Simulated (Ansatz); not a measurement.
TiC (rock salt)

```
TiC
1.0
    0.00000     2.16652     2.16652
    2.16652     0.00000     2.16652
    2.16652     2.16652     0.00000
C Ti
1 1
Direct
  0.00000   0.00000   0.00000
  0.50000   0.50000   0.50000
```

The slice is a {110} plane (indices of the conventional cell) through the point (0.000, 0.000, 0.000) (fractional), spanned by u = [100] and v = [1 -1 -1] in vectors of this cell: u (3.06 Å) and v (4.33 Å, at 90° to u). It covers one period; positions are fractions (u, v).

Level of theory: PBE (plane waves to 420 eV, PAW, scalar-relativistic; Ansatz, a first-principles code). k mesh 18×18×18. Near the nuclei the fields are pseudised (PAW); where an atom keeps semicore shells as valence, they peak there. TiC is run without spin polarisation. TiC was relaxed with its symmetry unable to fall.

Q: What is the ELF at the midpoint of the shortest C–Ti line in this plane (2.17 Å)?

A: 0.28.

Q: What is the valence density on the shortest C–Ti line in this plane (2.17 Å), at its midpoint?

A: 0.51 e/Å³.

Q: Sketch the electron localisation function (ELF) on this plane as a map.

A: 
| v \ u | 0.00 | 0.18 | 0.35 | 0.53 | 0.71 | 0.88 |
|---|---|---|---|---|---|---|
| 0.88 | 0.73 | 0.80 | 0.50 | 0.22 | 0.67 | 0.79 |
| 0.75 | 0.28 | 0.25 | 0.20 | 0.18 | 0.22 | 0.26 |
| 0.62 | 0.68 | 0.41 | 0.08 | 0.20 | 0.06 | 0.60 |
| 0.50 | x | 0.64 | 0.09 | 0.21 | 0.18 | x |
| 0.38 | 0.68 | 0.41 | 0.08 | 0.20 | 0.06 | 0.60 |
| 0.25 | 0.28 | 0.25 | 0.20 | 0.18 | 0.22 | 0.26 |
| 0.12 | 0.73 | 0.80 | 0.50 | 0.22 | 0.67 | 0.79 |
| 0.00 | x | 0.73 | 0.60 | 0.24 | 0.76 | x |

Values: electron localisation function (ELF). Points within 0.4 Å of a nucleus are blanked (x), as the pseudised field means little there.
